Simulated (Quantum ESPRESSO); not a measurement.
```xyz
2
Lattice="0.0000 2.7598 2.7598 2.7598 0.0000 2.7598 2.7598 2.7598 0.0000" Properties=species:S:1:pos:R:3 pbc="T T T"
Na     0.0000     0.0000     0.0000
Cl     2.7598     2.7598     2.7598
```

The PBEsol cell relaxed from Materials Project entry mp-22862 was given an isotropic strain of -1.5 % on all lattice vectors, and the atoms were relaxed again.

Question: What does PBEsol (Quantum ESPRESSO, PseudoDojo norm-conserving, 88 Ry, no spin-orbit coupling) give for the electronic structure near the Fermi level?

Answer: The PBEsol gap is direct, 5.18 eV at Γ.
